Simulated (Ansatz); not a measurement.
SiC:
```yaml
crystal:
  lattice:
    - [3.07895, 0.00000, 0.00000]
    - [-1.53948, 2.66645, 0.00000]
    - [0.00000, 0.00000, 20.13707]
  atoms:
    - { symbol: Si, position: [0.33333, 0.66667, 0.25011] }
    - { symbol: Si, position: [0.66667, 0.33333, 0.75011] }
    - { symbol: C, position: [0.33333, 0.66667, 0.96892] }
    - { symbol: C, position: [0.66667, 0.33333, 0.46892] }
    - { symbol: C, position: [0.00000, 0.00000, 0.09386] }
    - { symbol: C, position: [0.00000, 0.00000, 0.59386] }
    - { symbol: C, position: [0.33333, 0.66667, 0.34412] }
    - { symbol: C, position: [0.66667, 0.33333, 0.84412] }
    - { symbol: C, position: [0.33333, 0.66667, 0.71872] }
    - { symbol: C, position: [0.66667, 0.33333, 0.21872] }
    - { symbol: Si, position: [0.33333, 0.66667, 0.62499] }
    - { symbol: Si, position: [0.66667, 0.33333, 0.12499] }
    - { symbol: Si, position: [0.00000, 0.00000, 0.00009] }
    - { symbol: Si, position: [0.00000, 0.00000, 0.50009] }
    - { symbol: Si, position: [0.33333, 0.66667, 0.87519] }
    - { symbol: Si, position: [0.66667, 0.33333, 0.37519] }
```

Relaxed with r²SCAN.

Q: Give the Bader charges and basin volumes of the independent atoms, r²SCAN in the plane-wave PAW code Ansatz.

A: 

| atom | Bader charge (e) | Bader volume (Å³) |
|---|---|---|
| Si1 | +2.87 | 4.3 |
| C3 | -2.88 | 16.4 |
| C5 | -2.88 | 16.4 |
| C7 | -2.87 | 16.4 |
| C9 | -2.88 | 16.4 |
| Si11 | +2.88 | 4.3 |
| Si13 | +2.87 | 4.3 |
| Si15 | +2.88 | 4.2 |

Space group P6_3mc. The workflow started from an entry of the Crystallography Open Database (COD). Its sites differ from those of the usual phase in this space group: another stacking or structure type. Symmetry was held in the r²SCAN relaxation; whether a distortion lowers the energy is not shown.

Potentials: the later of the program's two PAW sets.
